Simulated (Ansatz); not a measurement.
Here is the system:

Be:
```cif
data_Be2
_chemical_formula_sum 'Be2'
_space_group_name_H-M_alt 'Im-3m'
_space_group_IT_number 229
_space_group_name_Hall '-I 4 2 3'
_cell_length_a 2.49266
_cell_length_b 2.49266
_cell_length_c 2.49266
_cell_angle_alpha 90.000
_cell_angle_beta 90.000
_cell_angle_gamma 90.000
loop_
_atom_site_label
_atom_site_type_symbol
_atom_site_symmetry_multiplicity
_atom_site_Wyckoff_symbol
_atom_site_fract_x
_atom_site_fract_y
_atom_site_fract_z
_atom_site_occupancy
Be1 Be 2 a 0.00000 0.00000 0.00000 1
```
(The calculation used a cell of 1 atom; values per cell refer to that cell.)

This is the PBEsol-relaxed structure.

All from PBEsol (plane waves, PAW; program Ansatz), unless another level is named. Estimate the Hill bulk and shear moduli.

125 and 112 GPa.

Next, the elastic constants (relaxed ions, GPa)?

C11 = 181, C12 = 97.0, C44 = 211.

The first step of the workflow began from a Materials Project structure, measured or hypothetical; the Crystallography Open Database copy checked does not list it. It is not the phase usual at ambient conditions (space group No. 194). The cell was relaxed with PBEsol under the symmetry of its start; whether a distortion lowers the energy is not shown. As this level gives no gap, shear constants depend on the k-mesh and smearing (Fermi–Dirac, 0.1 eV here).

Potentials: the later of the program's two PAW sets.
